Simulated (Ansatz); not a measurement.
# Rb7MnO8: converged, but where?

System: Rb7MnO8, a cell of a measured crystal with one cation replaced (not relaxed); the cell holds 16 atoms. One Rb of COD entry 9008990 is replaced by Mn, with no charge compensation. All atoms are displaced slightly at random. Forces or pressure are large, so the cell is far from its computed equilibrium.

Theory: Ansatz development build ahead of 0.2.0, DFT, LDA+U, PAW, plane waves, scalar-relativistic.

```yaml
crystal:
  lattice:
    - [8.402, 0.0, 0.0]
    - [0.0, 5.983, 0.0]
    - [0.0, 0.0, 7.075]
  atoms:
    - { symbol: Mn, position: [0.99833607, 0.0125265, 0.25934426], spin: 4.5 }
    - { symbol: Rb, position: [0.50362561, 0.99760742, 0.24616657] }
    - { symbol: Rb, position: [0.99236995, 0.00422291, 0.7513017] }
    - { symbol: Rb, position: [0.50330783, 0.99620909, 0.74591115] }
    - { symbol: O, position: [0.24524386, 0.10883938, 0.5035794] }
    - { symbol: O, position: [0.74635638, 0.13174959, 0.50531709] }
    - { symbol: O, position: [0.24914969, 0.877307, 0.51100547] }
    - { symbol: O, position: [0.74472991, 0.87090224, 0.50580792] }
    - { symbol: Rb, position: [0.24774634, 0.49640813, 0.75931563] }
    - { symbol: Rb, position: [0.75910773, 0.49926757, 0.75111184] }
    - { symbol: Rb, position: [0.25061198, 0.50390937, 0.24543974] }
    - { symbol: Rb, position: [0.75057557, 0.50079342, 0.25459451] }
    - { symbol: O, position: [0.999904, 0.62217126, 0.99941353] }
    - { symbol: O, position: [0.49638026, 0.61138005, 0.00365409] }
    - { symbol: O, position: [0.99222713, 0.37812597, 0.00467101] }
    - { symbol: O, position: [0.49894619, 0.37036998, 0.99448568] }
magnetization:
  spin_polarized: true
hamiltonian:
  xc: lda
  pseudopotentials: { kind: paw }
  hubbard: { sites: [{ species: Mn, l: d, u_eff: 3.6 }] }
basis:
  ecutwfc: 420
kpoints:
  mp_grid: { grid: [2, 2, 2] }
scf:
  occupations: { method: fermi_dirac, width: 0.05 }
  lower_state_search: "off"
output:
  forces: true
  stress: true
```

Launched as:
```sh
ansatz run input.yaml --threads 4 --pin off --max-ram 9216MiB --backend cpu --events-out ev --progress --plain --runs-dir out
```

Wall time and machine: 13 s on 4 threads of Arm Neoverse V1, on a shared host, peak memory 1.1 GiB.

The end of the output:

```
SCF converged after 17 iterations
Magnetization: 5.9878 μB (65.9939 up, 60.0061 down)
Absolute magnetization: 5.9986 μB (∫|ρ↑−ρ↓|, with the PAW one-centre terms)
Spin contamination: 0.0140 ħ² per cell (⟨S²⟩ above its minimum at these occupations)
Per-site moments (μB) at R_I (Å): [(4.8524, 1.1387), (0.0016, 1.1705), (0.0114, 1.1581), (0.0026, 1.1343), (0.0369, 0.5719), (0.0239, 0.6437), (0.0202, 0.5719), (0.0209, 0.6437), (0.0012, 1.1511), (0.0013, 1.1356), (0.0024, 1.1374), (0.0024, 1.1511), (0.0692, 0.6030), (0.0018, 0.5954), (0.0679, 0.6030), (0.0019, 0.5954)]
Free energy (F): -30469.487247 eV
Harris-Foulkes:  -30469.487247 eV  (|F-HF|=6.08e-10)
Internal energy: -30469.480836 eV  (E = F + TS)
E sigma→0 (E₀):  -30469.484042 eV
Entropy (-TS):   -0.006411 eV (-0.401 meV/atom)
Fermi energy:    5.744826 eV
--- Forces (eV/Å), atoms counted from 1 ---
  atom   1  Mn     0.09879878     0.08295336     0.82878184
  atom   2  Rb    -0.10115748    -0.01902094     0.18979205
  atom   3  Rb     0.12775625    -0.11015080    -0.06896268
  atom   4  Rb    -0.13212151     0.02355820    -0.05813285
  atom   5  O     -0.44053989     2.34709083    -0.46126659
  atom   6  O      0.31621709    -1.43636948    -0.28950569
  atom   7  O     -0.14311721    -2.35301645    -0.05745939
  atom   8  O      0.32232688     1.41203972    -0.20178230
  atom   9  Rb     0.06285286     0.01222802     0.09496040
  atom  10  Rb    -0.24989106     0.02371940     0.33267980
  atom  11  Rb    -0.04471563    -0.05319870    -0.09144886
  atom  12  Rb    -0.06677044     0.04895654    -0.35077594
  atom  13  O     -0.03708131     0.29106911     0.10426820
  atom  14  O      0.12165725     0.82767065    -0.02125065
  atom  15  O      0.10817494    -0.38638247     0.07166562
  atom  16  O      0.05759762    -0.71124588    -0.02152573
--- Stress (GPa, compression-positive) ---
       -4.032323      -0.135244       0.014055
       -0.135244      -1.866776       0.009438
        0.014055       0.009438      -4.086436
  P = ⅓ Tr σ = -3.3285 GPa (-33.285 kbar)
```

A static U favours moments and orbital order; the result depends on U and need not be the measured state. With one magnetic atom in the cell its copies can only be parallel; orders in a larger cell may lie lower.

Site moments are taken inside atomic spheres and don't add up to the total.

Eigenvalues of the Hubbard occupation matrices: Mn1 up 1.00 1.00 1.00 1.00 1.00, down 0.00 0.01 0.02 0.04 0.07.

Task: The run converged. Is this the lowest state of the cell, and if not, what lies lower and how is it reached?

Result: As far as the runs go, yes: it is the lowest of 2 states reached by 10 converged runs, and the next lies 284 meV/atom higher (non-magnetic (no spin polarisation), a gap of 0.25 eV on the k-mesh). That doesn't prove a ground state. The order of the states may change once the cell relaxes. Only collinear orders within this cell were tried; the true ground state may need a larger cell.
